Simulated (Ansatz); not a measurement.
Here is an unrelaxed guess for ZrF₂.

```cif
data_structure
_symmetry_space_group_name_H-M 'P 1'
_symmetry_Int_Tables_number 1
_cell_length_a 3.3169
_cell_length_b 3.3169
_cell_length_c 4.3595
_cell_angle_alpha 90.000
_cell_angle_beta 90.000
_cell_angle_gamma 90.000
_cell_volume 47.96
loop_
_atom_site_label
_atom_site_type_symbol
_atom_site_fract_x
_atom_site_fract_y
_atom_site_fract_z
_atom_site_occupancy
Zr1 Zr 0.50000 0.50000 0.09589 1
F1 F 0.00000 0.50000 0.26507 1
F2 F 0.50000 0.00000 0.26507 1
```

Computed with DFT PBE, scalar-relativistic, plane waves, PAW (Ansatz). Plane waves to 420 eV, a k mesh through Γ of 6×6×4 on the computed 3-atom cell and Gaussian smearing (0.10 eV); no spin polarisation.

Energies over the elements count from the elements' standard structures at the same level (F₂ as a molecule), with no fitted energy shifts.

Question: How far from equilibrium is it?

Answer: The pressure is 61.0 GPa (the mean over three directions, positive in compression), the largest force is 9.66 eV/Å, and the energy is −1.31 eV/atom against the elements. The shortest distance is 1.82 Å.

Question: How much does it gain on relaxing, and where does it end?

Answer: Relaxing gains about 1.5 eV/atom (the start's value is from the coarse mesh, so the gain is rough) in 35 ionic steps and ends at −2.79 eV/atom on the finer mesh. The symmetry goes from P4mm (No. 99) to P4/mmm (No. 123). The volume per atom grows by 14.6 %, from 16.0 to 18.3 Å³. The shortest distance goes from 1.82 Å (Zr–F) to 2.12 Å (Zr–F). Conventional cell: a = 4.230 Å, c = 3.073 Å. Around Zr lie 4 F at 2.12 Å and 2 Zr at 3.07 Å; F is surrounded by 2 Zr at 2.12 Å.

The last run used a 12×12×16 mesh (in the run's order of axes) for its 3-atom cell and Gaussian smearing of 0.10 eV. The relaxation can't lower the symmetry of the start. Symmetry constrained the relaxation, so the result can be a saddle point.
